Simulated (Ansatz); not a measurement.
In2SeS:
```yaml
crystal:
  lattice:
    - [4.00903, 0.00000, 0.00000]
    - [-2.00452, 3.47193, 0.00000]
    - [0.00000, 0.00000, 9.21747]
  atoms:
    - { symbol: In, position: [0.00000, 0.00000, 0.44943] }
    - { symbol: In, position: [0.33333, 0.66667, 0.02460] }
    - { symbol: Se, position: [0.33333, 0.66667, 0.58551] }
    - { symbol: S, position: [0.00000, 0.00000, 0.18845] }
```

Relaxed with PBEsol.

Question: Give the optical modes at the zone centre with their infrared activity from DFPT, PBEsol in the plane-wave PAW code Ansatz.

Answer: Transverse frequencies, without the LO–TO term; a row sums one degenerate level.

```tsv
ω (cm⁻¹)	degeneracy	IR ((D/Å)²/amu)	activity	symmetry
24	2	0.01	IR	E
111	1	0.09	IR	A1
146	2	6.70	IR	E
171	2	4.18	IR	E
194	1	0.03	IR	A1
339	1	2.79	IR	A1
```

Space group P3m1. The start of the workflow was typed in or built on a structure type; neither database checked (COD, Materials Project) lists it. Whether it is the stable phase at ambient conditions was not checked. The PBEsol relaxation kept the symmetry of its start. At this level the phase is mechanically unstable.

Potentials: the earlier of the program's two PAW sets. The files were generated under PBE; for other functionals the program regenerates the frozen cores, and for LDA and PBEsol the local potential too.
